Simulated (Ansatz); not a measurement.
Al2Ru: zone-centre modes under pressure

Al2Ru, Fddd, a = 4.665 Å, b = 7.916 Å, c = 8.702 Å. The structure is a Materials Project entry; whether it is the stable form wasn't checked. Ansatz: LDA, PAW, 420 eV, Γ-centred 10×10×10 mesh on 6 atoms, Gaussian smearing 0.01 eV; no spin polarisation. Cell and atoms are relaxed at each pressure with the symmetry kept; optical modes at Γ by linear response, in cm⁻¹, matched by rank (the highest 3 distinct ones), without the LO field.

| P (GPa) | V (Å³/atom) | ω1 | ω2 | ω3 |
| --- | --- | --- | --- | --- |
| 0 | 13.387 | 396.7 | 418.1 | 475.2 |
| 2 | 13.249 | 403.0 | 423.9 | 481.8 |
| 6 | 12.993 | ? | ? | ? |

Get each mode's Grüneisen parameter γ = −d ln ω/d ln V from the other rows and predict the missing frequencies.

ln(V/V0) = 0.0000, -0.0104, -0.0299; a line through ln(ω/ω0) of the 2 known rows gives ω1: γ = 1.515, predicted 415.1, computed 415.1; ω2: γ = 1.325, predicted 435.0, computed 435.1; ω3: γ = 1.326, predicted 494.4, computed 494.4. The worst miss is 0.0 %, or 1 % of the shift under pressure, so a constant γ serves at that level.